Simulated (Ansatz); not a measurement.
Relaxed-ion elastic tensor of AlCo (CsCl type, Pm-3m) in GPa (Voigt order), DFT-PBEsol in the program Ansatz with PAW potentials; density 6.35 g/cm³, 11.24 Å³ per atom.

```
304  138  138  0.0  0.0  0.0
138  304  138  0.0  0.0  0.0
138  138  304  0.0  0.0  0.0
0.0  0.0  0.0  153  0.0  0.0
0.0  0.0  0.0  0.0  153  0.0
0.0  0.0  0.0  0.0  0.0  153
```

Q: Is the crystal mechanically stable?

A: Yes: the smallest eigenvalue of C is 153 GPa.

Q: Work out the Voigt, Reuss and Hill averages.

A: K_V = 193, K_R = 193, K_H = 193; G_V = 125, G_R = 115, G_H = 120 GPa.

Q: Give Young's modulus, Poisson's ratio, Pugh's ratio and the universal anisotropy index.

A: E = 9KG/(3K + G) = 298 GPa; ν = 0.24; K/G = 1.62 (brittle by the Pugh limit of 1.75); A_U = 5G_V/G_R + K_V/K_R − 6 = 0.46.

Q: Estimate the sound speeds and the Debye temperature.

A: v_l = √((K + 4G/3)/ρ) = 7460 m/s, v_t = √(G/ρ) = 4340 m/s, mean 4820 m/s; Θ = (h/k)(3n/4πV)^(1/3) v_m = 640 K.

Q: Give the Zener ratio and Young's modulus along [100], [110] and [111].

A: A = 2C44/(C11 − C12) = 1.83; 1/E = S11 − 2(S11 − S12 − S44/2)Γ with Γ = 0, 1/4, 1/3 gives 218, 311, 363 GPa.

The cell was relaxed with PBEsol under the symmetry of its start. The workflow began spin-polarised and lost its moments. As this level gives no gap, shear constants depend on the k-mesh and smearing (Fermi–Dirac, 0.1 eV here).

Potentials: the earlier of the program's two PAW sets. The files were generated under PBE; for other functionals the program regenerates the frozen cores, and for LDA and PBEsol the local potential too.
